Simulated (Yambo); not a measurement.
**How GW settings move the gap: SnS**

G0W0@PBEsol for SnS (space group Cmcm, No. 63) in Yambo. Reference settings: 4×4×4 Γ-centred k mesh, 144 bands and a 7 Ry block in the screening, 144 bands in G with the Bruneval-Gonze terminator, plasmon pole fitted at 27.2 eV. The PBEsol gap (0, -0.5, 0) → (-0.5, -0.5, 0) on this mesh is 0.48 eV; G0W0 gaps are taken between the same points.

```tsv
change from the reference	G0W0 gap (0, -0.5, 0) → (-0.5, -0.5, 0) (eV)	shift of the valence edge (eV)
reference settings	0.88	-0.51
57 bands in G	0.87	-0.41
1 Ry block	0.61	0.13
pole fitted at 40 eV	0.90	-0.58
2×2×2 mesh	0.83	-0.42
57 bands in G, no terminator	0.76	0.08
```

The reference isn't shown to be the converged limit. The mesh misses a band edge: along a dense path the PBEsol gap is 0.28 eV against 0.48 eV on the mesh.

Spin-orbit splittings are left out.

The standard potential for Sn keeps a d shell in the valence without the s and p states of that shell. In tests on such compounds this moved G0W0 gaps by up to about 0.9 eV, so absolute quasiparticle energies here are unreliable; differences between settings are what counts.

Geometry of the Materials Project entry, not relaxed at this level; primitive cell a = b = 6.2427 Å, c = 4.0903 Å, α = β = 90.00°, γ = 141.75°.

This is not the ordinary phase of the substance.

A shift is the quasiparticle energy of the state minus its PBEsol energy.
